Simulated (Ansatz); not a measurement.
The relaxed structure here is a generated cell of Sn: the first start was made by placing the elements on the sites of a structure type, and the end was not matched to a known phase here, so it may be hypothetical. Known forms of Sn include space group No. 141, 227.

A relaxed cell of Sn (P6/mmm (No. 191)), relaxed on a k-mesh at least as fine as the one used below. Calculation: r2SCAN (plane waves to 500 eV, PAW, scalar-relativistic; Ansatz, a quantum-chemistry and plane-wave program). Γ-centred k-mesh 12×6×11 on the run's cell (coarser than for final values), Fermi–Dirac smearing 0.05 eV.

```xyz
2
Lattice="3.2369 0.0000 0.0000 -3.2369 5.6065 0.0000 0.0000 0.0000 3.0449" Properties=species:S:1:pos:R:3 pbc="T T T"
Sn     0.0000     0.0000     1.5224
Sn    -1.6184     2.8032     1.5224
```

The atoms are displaced by (Å):

```
atom      ux      uy      uz
----  ------  ------  ------
Sn1   -0.218   0.046  -0.113
Sn2   -0.006  -0.026   0.067
```

What forces (eV/Å) and pressure result?


```json
[
 {"atom": "Sn1", "Fx": "0.06", "Fy": "-0.16", "Fz": "0.04"},
 {"atom": "Sn2", "Fx": "-0.06", "Fy": "0.16", "Fz": "-0.04"}
]
```

Pressure 0.0 GPa.

No spin polarisation in the result.

The run that gave the undisplaced cell could not lose the symmetry of its start; a randomly shaken copy of 2 atoms returns to this structure.
